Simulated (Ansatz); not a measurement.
## Structure relaxation, Cr

The start is a relaxed Cr cell displaced along its unstable phonon at q = (½, ½, 0) of its primitive reciprocal cell (285i cm⁻¹), largest move 0.15 Å. A full variable-cell relaxation at zero pressure is run with PBE (plane waves to 420 eV, PAW, scalar-relativistic; Ansatz, a quantum-chemistry and plane-wave program). The first steps use a coarse 14×14×14 k-mesh.

Initial structure:
```yaml
crystal:
  lattice:
    - [4.68074, 0.00000, 0.00000]
    - [2.34037, 2.34037, 0.00000]
    - [0.00000, 0.00000, 2.34037]
  atoms:
    - { symbol: Cr, position: [0.00000, 0.00000, 0.06409] }
    - { symbol: Cr, position: [0.50000, 0.00000, 0.93591] }
```

Task: How large is the pressure on the unrelaxed cell, and of which sign?

Result: -2.7 GPa (negative: the cell is under tension).

Task: Which atoms feel the largest initial force, and how large is it?

Result: 1.60 eV/Å, on Cr1, Cr2 (atoms numbered as listed).

Task: By how much does the energy per atom fall from start to end?

Result: 0.89 eV/atom.

Task: Is the parent structure recovered?

Result: It does not go back: it reaches Im-3m (No. 229), bcc (W type), 1.03 eV/atom below the parent.

Task: How do the shortest distances between atoms change?

Result: The closest pairs of elements (up to four, under 3.6 Å), start → end: Cr–Cr 2.34 → 2.47 Å.

Task: Give the final cell and atomic positions.

Result: 
Space group Im-3m (No. 229); a = b = c = 2.848 Å, α = β = γ = 90.00°

| atom | site | symmetry | x | y | z |
|---|---|---|---|---|---|
| Cr | 2a | m-3m | 0.0000 | 0.0000 | 0.0000 |
(The calculation used a cell of 1 atom; values per cell refer to that cell.)

Final values are on a 23×23×23 k-mesh of the relaxed cell. No spin polarisation in the result. A magnetic state may lie lower.

The run could not lose the symmetry of its start.

Of the parent cell (Pm-3m (No. 221)): it is a generated cell of Cr: the first start was made by placing the elements on the sites of a structure type, and the end was not matched to a known phase here, so it may be hypothetical. Known forms of Cr include space group No. 229.
